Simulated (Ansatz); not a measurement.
The relaxed structure here is a generated cell of TiTe2: the first start was made by placing the elements on the sites of a structure type, and the end was not matched to a known phase here, so it may be hypothetical. Known forms of TiTe2 include space group No. 164.

The end point of a relaxation of TiTe2. Method: PBE (plane waves to 420 eV, PAW, scalar-relativistic; Ansatz, a program for electronic structure).

```xyz
12
Lattice="6.8343 0.0000 0.0000 0.0000 6.8721 0.0000 -0.7340 0.0000 6.6618" Properties=species:S:1:pos:R:3 pbc="T T T"
Ti     5.8368     4.7874     6.2586
Ti     6.2038     2.0847     2.9276
Ti     3.0360     5.4075     3.4792
Ti     3.4030     1.4646     0.1482
Te     2.0762     0.9613     2.4613
Te     4.3848     3.8286     1.3535
Te     0.4265     2.5044     5.5419
Te     5.4756     6.4158     3.9702
Te     4.0177     3.0435     4.6844
Te     1.7092     5.9108     5.7922
Te     5.8426     0.4563     0.6393
Te     0.7935     4.3677     2.2110
```

Question: Determine the symmetry and give the standard cell with its independent sites.

Answer: Space group Pc (No. 7); a = 6.834 Å, b = 6.872 Å, c = 6.702 Å, α = 90.00°, β = 96.29°, γ = 90.00°

```tsv
atom	site	symmetry	x	y	z
Ti	2a	1	0.9550	0.3034	0.4395
Ti	2a	1	0.5003	0.2131	0.0223
Te	2a	1	0.3435	0.1399	0.3695
Te	2a	1	0.6634	0.5571	0.2032
Te	2a	1	0.1517	0.6356	0.3319
Te	2a	1	0.8652	0.0664	0.0960
```

Question: Give the shortest distances between elements (the closest pairs, up to four, under 3.6 Å).

Answer: Te–Ti 2.69 Å; Te–Te 3.40 Å.

| Item | Value |
|---|---|
| Volume per atom | 26.07 Å³ |
| Band gap | zero (metallic) |

No spin polarisation in the result.

It was reached from a disturbed copy of a Pa-3 (No. 205) cell, against which it lies -0.05 eV/atom.
